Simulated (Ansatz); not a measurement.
# Ag (hcp): energy against volume

The calculation used DFT, LDA (PW92), plane waves (420 eV) with PAW, scalar-relativistic (Ansatz). (PAW data from PBE, frozen cores regenerated.)

The cell is scaled uniformly from the relaxed one, with fractional coordinates and shape fixed. Energies are extrapolated to zero smearing, pressures are those at the given smearing. Magnetic state: spin not included.

A Birch-Murnaghan fit gives V₀ = 16.06 Å³/atom, B₀ = 137 GPa, B₀′ = 5.6.

Task: What are the energy above the minimum and the pressure at 14.137 Å³/atom?

Result: 130.3 meV/atom and 24.89 GPa as computed.

Task: What are the energy above the minimum and the pressure at 14.779 Å³/atom?

Result: 52.5 meV/atom and 14.32 GPa as computed.

Task: What are the energy above the minimum and the pressure at 15.422 Å³/atom?

Result: 11.9 meV/atom and 6.19 GPa as computed.
